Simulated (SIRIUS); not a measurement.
Input and output of a self-consistent single point for Al3GaN4 (Pm, 8 atoms in the cell; from Materials Project mp-1228436, changed as shown) (SIRIUS).

Level of theory: LDA (PW92), GBRV LDA ultrasoft pseudopotentials (plane waves; SIRIUS).

The change in words: lattice scaled by 1.02. Reference geometry (Pm):
```xyz
8
Lattice="5.0377 0.0000 0.0000 0.0000 3.1254 0.0000 -0.0034 0.0000 5.4112" Properties=species:S:1:pos:R:3 pbc="T T T"
Al     2.5188     1.5627     0.9053
Al     0.0012     1.5627     4.5183
Al     0.0034     0.0000     1.7943
Ga     2.5151     0.0000     3.6049
N      0.5524     0.0000     3.6055
N      0.6171     1.5627     0.9047
N      3.1503     1.5627     4.5524
N      3.1399     0.0000     1.7603
```

Reference input (self-consistent single point, DFT, LDA (PW92), plane waves, GBRV LDA ultrasoft pseudopotentials): parameters.ngridk = 6 10 6; parameters.xc_functionals = [XC_LDA_X, XC_LDA_C_PW]; parameters.gk_cutoff = 6.325 1/bohr; parameters.pw_cutoff = 14.143 1/bohr; parameters.smearing = gaussian; parameters.smearing_width = 0.0001 Ha; potentials = GBRV LDA ultrasoft pseudopotentials; parameters.electronic_structure_method = pseudopotential; parameters.num_bands = 29; parameters.num_mag_dims = 0; parameters.num_dft_iter = 100; parameters.energy_tol = 1e-07 Ha. This run's input differs from it in these lines:

```diff
@@ -32,5 +32,5 @@
     "lattice_vectors": [
-      [9.5198544008, 0.0, 0.0],
-      [0.0, 5.906225619, 0.0],
-      [-0.0063362517, 0.0, 10.2256274241]
+      [9.7102518667, 0.0, 0.0],
+      [0.0, 6.0243505093, 0.0],
+      [-0.0064628633, 0.0, 10.4301392545]
     ],
```

Output (repeated stretches shortened):

```
[find] density tolerance         : 1e-06
[find] total energy tolerance    : 1e-07
[find] iter_solver_tol (initial) : 0.01
[find] iter_solver_tol (target)  : 1e-13
[find] num_dft_iter              : 100
Charges and magnetic moments
--------------------------------------------------------------------------------
total charge          : 48.000000
[find] | SCF iteration   0 out of 100|
[diagonalize] iterative solver tolerance (occupied, empty): 0.01 0.01
[diagonalize] average number of iterations: 2.05833
[find] Charges and magnetic moments
[find] total charge          : 48.000000
[find] Energy
   [... lines left out ...]

[find] Charges and magnetic moments
[find] total charge          : 48.000000
[find] Energy
[find] smearing (-TS)                 :       0.00000000
[find] Total energy                   :    -258.13847134 (Ha),    -516.27694268 (Ry)
[find] Free energy (E-TS)             :    -258.13847134 (Ha),    -516.27694268 (Ry)
[find] band gap (eV)                  :       3.10346940
[find] Efermi                         :       0.32932725
[find] iteration : 28, RMS (target) : 8.3387e-07 (1.0000e-06) , energy difference (target) : -9.2882e-11 (1.0000e-07)
[find] bands are converged : true
[find] iterative solver converged : false
[find] converged after 29 SCF iterations!
[find] Charges and magnetic moments
[find] total charge          : 48.000000
[find] Energy
[find] smearing (-TS)                 :       0.00000000
[find] Total energy                   :    -258.13847134 (Ha),    -516.27694268 (Ry)
[find] Free energy (E-TS)             :    -258.13847134 (Ha),    -516.27694268 (Ry)
[find] band gap (eV)                  :       3.10346940
[find] Efermi                         :       0.32932725
[ground_state] === stress tensor components [kbar] ===
[ground_state] === stress_total ===
[ground_state]   136.013584    0.000000    0.225129
[ground_state]     0.000000  142.850305    0.000000
[ground_state]     0.225129    0.000000  142.880599
[ground_state] ==== total Forces in Ha/bohr =====
   [... lines left out ...]
[ground_state] atom:    3, force:       0.0000517      0.0000000      0.0005834
[ground_state] atom:    4, force:       0.0031683      0.0000000      0.0001065
[ground_state] atom:    5, force:       0.0002996      0.0000000     -0.0001447
[ground_state] atom:    6, force:      -0.0018209      0.0000000     -0.0028726
[ground_state] atom:    7, force:      -0.0006369      0.0000000      0.0025227
```

The run converged in 29 iterations. SIRIUS prints the stress tensor with tension positive. Against the reference run the free energy goes up by 36.3 meV/atom, the pressure goes from -3.82 to -14.06 GPa, the largest force goes from 0.206 to 0.175 eV/Å and the gap on the mesh goes from 3.577 to 3.103 eV.

The structure comes from a collection of computed structures, made at another level of theory; the collection holds predicted forms beside known ones.

Cost on one core: very roughly 5 core-minutes.

The gap that the log prints is read on the run's mesh, which can miss the band edges or a crossing.
